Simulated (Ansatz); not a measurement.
What a change of settings does to a run on Ag

The geometry is COD entry 1100136, unchecked; take it as a test cell. The listed cell was then made from it by scaling, straining or moving an atom.

First run: DFT, LDA, PAW with Ansatz's default frozen-core files, scalar-relativistic (Ansatz 0.2.0).

Command: `ansatz run input.yaml --threads 1 --pin off --max-ram 2048MiB --backend cpu --events-out ev --progress --plain --runs-dir out` The run took 12 s on 1 thread of Arm Neoverse V1, on a shared host.

```yaml
crystal:
  lattice:
    - [0.0, 2.0696313722, 2.0696313722]
    - [2.0696313722, 0.0, 2.0696313722]
    - [2.0696313722, 2.0696313722, 0.0]
  atoms:
    - { symbol: Ag, position: [0.0, 0.0, 0.0] }
kpoints:
  mp_grid: { grid: [14, 14, 14] }
scf:
  occupations: { method: fermi_dirac, width: 0.05 }
hamiltonian:
  xc: lda
  pseudopotentials: { kind: paw }
output:
  forces: true
  stress: true
  efg: { contact_densities: true }
relax:
  f_tol: 0.005
  max_steps: 80
  cell: {}
```

Result: converged; relaxed volume 16.005 Å³/atom; 29 SCF iterations in all.

The input is then changed:

```diff
@@ -10,7 +10,9 @@
 scf:
   occupations: { method: fermi_dirac, width: 0.05 }
+  mixing: { algorithm: anderson, beta: 0.7, ndim: 16 }
 hamiltonian:
   xc: lda
   pseudopotentials: { kind: paw }
+  dispersion: d3bjatm
 output:
   forces: true
```

Task: Predict the outcome of the changed run.

Result: It converged; relaxed volume 15.459 Å³/atom; 25 SCF iterations in all.
